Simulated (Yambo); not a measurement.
G0W0@LDA for K₂BrOH (space group P2_1/m, No. 11) in Yambo. Reference settings: 2×2×1 Γ-centred k mesh, 337 bands and a 7 Ry block in the screening, 337 bands in G with the Bruneval-Gonze terminator, plasmon pole fitted at 27.2 eV. The LDA gap Γ → Γ on this mesh is 3.23 eV; G0W0 gaps are taken between the same points.

With and without the terminator, as bands are cut:

```json
[
 {"bands in G (in W)": "123 (337)", "gap, terminator (eV)": "5.952", "gap, none (eV)": "5.660", "valence shift, terminator (eV)": "-1.549", "valence shift, none (eV)": "-1.021"},
 {"bands in G (in W)": "215 (337)", "gap, terminator (eV)": "5.944", "gap, none (eV)": "5.758", "valence shift, terminator (eV)": "-1.575", "valence shift, none (eV)": "-1.270"},
 {"bands in G (in W)": "337 (337)", "gap, terminator (eV)": "5.948", "gap, none (eV)": "5.848", "valence shift, terminator (eV)": "-1.588", "valence shift, none (eV)": "-1.425"}
]
```

Over this range the gap spans 0.008 eV with the terminator and 0.188 eV without, the valence shift 0.039 eV and 0.404 eV. Neither column has reached its limit for certain.

Spin-orbit coupling is not included.

Geometry of the Materials Project entry, not relaxed at this level; primitive cell a = 6.8320 Å, b = 4.3171 Å, c = 8.5934 Å, α = γ = 90.00°, β = 108.15°.

The structure is a Materials Project entry; no match was found in the copy of COD used, and its stability was not checked.

A shift is the quasiparticle energy of the state minus its LDA energy.
